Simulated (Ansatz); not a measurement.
Relaxation of a relaxed Bi2Te3 cell with every coordinate shifted by Gaussian noise of σ = 0.1 Å; 5 atoms in the cell, which starts as P1 (No. 1), aP5; a = b = 4.420 Å, c = 11.070 Å, α = β = 78.48°, γ = 60.00°. The numbers are results of r2SCAN (plane waves to 500 eV, PAW, scalar-relativistic; Ansatz, a first-principles code), not measurements. Γ-centred k-mesh 6×6×6 on the run's cell (coarser than for final values), Fermi–Dirac smearing 0.05 eV. This is the first round of the run. 

The optimiser's lines from the output (shortened; P is positive under compression):

```
relax step   1: F+E_penalty+E_count = -45812.28151012 eV  Δ(F+E_penalty+E_count) = +0.000e0 eV  max|allowed force component| = 2.242e0 eV/Å  Δτ_max = 0.0000 Å  P = +2.454 GPa  Ω = 182.244 Å³  (9 SCF iters, dr2 threshold 1.00e-7 eV, accepted)
relax step   2: F+E_penalty+E_count = -45812.70100429 eV  Δ(F+E_penalty+E_count) = -4.195e-1 eV  max|allowed force component| = 2.640e-1 eV/Å  Δτ_max = 0.1949 Å  P = -0.839 GPa  Ω = 185.856 Å³  (8 SCF iters, dr2 threshold 5.00e-7 eV, accepted)
relax step   3: F+E_penalty+E_count = -45812.72532964 eV  Δ(F+E_penalty+E_count) = -2.433e-2 eV  max|allowed force component| = 1.245e-1 eV/Å  Δτ_max = 0.0579 Å  P = -0.208 GPa  Ω = 182.058 Å³  (8 SCF iters, dr2 threshold 5.00e-7 eV, accepted)
relax step   4: F+E_penalty+E_count = -45812.73021409 eV  Δ(F+E_penalty+E_count) = -4.884e-3 eV  max|allowed force component| = 7.178e-2 eV/Å  Δτ_max = 0.0393 Å  P = +0.121 GPa  Ω = 182.219 Å³  (6 SCF iters, dr2 threshold 5.00e-7 eV, accepted)
relax step   5: F+E_penalty+E_count = -45812.73254033 eV  Δ(F+E_penalty+E_count) = -2.326e-3 eV  max|allowed force component| = 4.651e-2 eV/Å  Δτ_max = 0.0206 Å  P = +0.087 GPa  Ω = 181.713 Å³  (7 SCF iters, dr2 threshold 3.22e-7 eV, accepted)
relax step   6: F+E_penalty+E_count = -45812.73404143 eV  Δ(F+E_penalty+E_count) = -1.501e-3 eV  max|allowed force component| = 1.095e-2 eV/Å  Δτ_max = 0.0262 Å  P = -0.041 GPa  Ω = 182.445 Å³  (7 SCF iters, dr2 threshold 1.35e-7 eV, accepted)
relax step   7: F+E_penalty+E_count = -45812.73412300 eV  Δ(F+E_penalty+E_count) = -8.156e-5 eV  max|allowed force component| = 7.808e-4 eV/Å  Δτ_max = 0.0025 Å  P = -0.002 GPa  Ω = 182.174 Å³  (6 SCF iters, dr2 threshold 1.12e-8 eV, accepted)
relax step   8: F+E_penalty+E_count = -45812.73411870 eV  Δ(F+E_penalty+E_count) = +4.301e-6 eV  max|allowed force component| = 7.717e-4 eV/Å  Δτ_max = 0.0000 Å  P = -0.002 GPa  Ω = 182.174 Å³  stress off target by 5.03e-3 GPa  SCF on the basis re-selected at this cell (its energy is not comparable with the rows above)  (6 SCF iters)
```

From the first to the last row the energy changes by -0.09 eV/atom and the volume by 0.0 %. The last row is marked as not comparable with the walk above it, whose basis was carried along; it does compare with step 1, since both stand on a basis selected at the nominal cutoff for their own cell.

Later rounds, restarted from the end of this one on a renewed k-mesh, logged 4 more steps and released under 0.01 eV/atom more. The final structure after all rounds: R-3m, hexagonal axes (No. 166), hR5, AFLOW prototype A2B3_hR5_166_c_ac (C33, as in Bi2Te3); a = b = 4.419 Å, c = 32.339 Å, α = β = 90.00°, γ = 120.00°. No spin polarisation in the result.
